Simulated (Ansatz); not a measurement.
Given:

BN:
```
CELL_PARAMETERS angstrom
      4.40272     0.00000     0.00000
      0.00000     4.40272     0.00000
      0.00000     0.00000     2.53888
ATOMIC_POSITIONS crystal
  B  0.17418 0.17418 0.00000
  B  0.82582 0.82582 0.00000
  N  0.81228 0.18772 0.00000
  N  0.18772 0.81228 0.00000
  N  0.68772 0.68772 0.50000
  N  0.31228 0.31228 0.50000
  B  0.32582 0.67418 0.50000
  B  0.67418 0.32582 0.50000
```

This is the r²SCAN-relaxed structure. Cartesian axes are those of the cell as given.

Task: All from plane-wave PAW r²SCAN (Ansatz code), unless another level is named. Predict the Poisson's ratio.

Result: 0.16.

Task: Give the elastic constants (relaxed ions, GPa).

Result: C11 = 759, C12 = 179, C13 = 109, C33 = 1010, C44 = 348, C66 = 256.

Space group P4_2/mnm. The start of the workflow was typed in or built on a structure type; the Crystallography Open Database copy checked does not list it. It is not the phase usual at ambient conditions (space group No. 186, 194, 216). Symmetry was held in the r²SCAN relaxation; whether a distortion lowers the energy is not shown.

Potentials: the later of the program's two PAW sets.
